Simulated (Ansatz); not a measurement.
This run works on a proposed trial structure, not on a known crystal.

Input and command of a plane-wave DFT calculation in Ansatz:

```yaml
crystal:
  lattice:
    - [3.6076948182, 0.0, 0.0]
    - [0.0, 3.6076948182, 0.0]
    - [0.0, 0.0, 8.7746541506]
  atoms:
    - { symbol: Zn, position: [0.0, 0.0, 0.5] }
    - { symbol: Ga, position: [0.5, 0.0, 0.8941337546] }
    - { symbol: Ga, position: [0.0, 0.5, 0.1058662454] }
    - { symbol: Ga, position: [0.5, 0.5, 0.6515080051] }
    - { symbol: Ga, position: [0.5, 0.5, 0.3484919949] }
    - { symbol: O, position: [0.0, 0.0, 0.0] }
    - { symbol: O, position: [0.5, 0.5, 0.0] }
basis:
  ecutwfc: 500
kpoints:
  mp_grid: { grid: [8, 8, 4] }
hamiltonian:
  xc: r2scan
scf:
  occupations: { method: gaussian, width: 0.1 }
output:
  forces: true
  stress: true
  eigenvalues: true
```

```bash
ansatz run input.yaml --threads 1 --pin off --max-ram 2560MiB --backend cpu --events-out ev --progress --plain --runs-dir out
```

Processor: Intel(R) Xeon(R) Processor @ 2.50GHz (Skylake/Cascade Lake), 1 thread, on a host shared with other jobs.

**Question.** How long does it run, and how much memory does it take?

**Answer.** About 110 s, peak memory 0.66 GiB. It solves 46 bands at 45 k points (after reduction by symmetry) with about 2959 plane waves, in 9 SCF iterations.
